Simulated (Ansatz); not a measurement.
A distorted cell of Au (fcc, Cu type):

```xyz
4
Lattice="4.0833 0.0000 0.0000 0.0000 4.0833 0.0000 0.0000 0.0000 4.0833" Properties=species:S:1:pos:R:3 pbc="T T T"
Au     0.0000     0.0000     0.0000
Au     2.0417     2.0417     0.0000
Au     1.7956    -0.2461     2.0417
Au     0.0000     2.0417     2.0417
```

These are PBEsol (plane waves to 420 eV, PAW, scalar-relativistic; Ansatz, a quantum-chemistry and plane-wave program) values and carry that method's errors. k mesh 9×9×9 (Γ-centred), Fermi-Dirac smearing 0.05 eV. E stands for the smeared free energy. Compression counts positive. With partly filled bands, energies and forces of such displacements shift with the k mesh and the smearing. Au was relaxed with its symmetry unable to fall. Spin-orbit coupling is left out, though Au is heavy. The PAW data are Ansatz's earlier set.

Predict the force on every atom, in eV/Å.


| atom | Fx | Fy | Fz |
|---|---|---|---|
| Au1 | -0.962 | 0.380 | 0.000 |
| Au2 | 0.380 | -0.962 | 0.000 |
| Au3 | 2.118 | 2.118 | 0.000 |
| Au4 | -1.536 | -1.536 | 0.000 |

What is the stress tensor (GPa)?


```
    5.6      2.9      0.0
    2.9      5.6      0.0
    0.0      0.0      4.9
```
The pressure, a third of the trace, is 5.4 GPa.

In it atom 3 sits (-0.246, -0.246, 0.000) Å away from its relaxed site. What is its energy relative to the relaxed cell?

460 meV/cell.

(For displaced atoms, the force is minus the slope of the energy, and its curvature is a force constant, which sets phonon frequencies.)
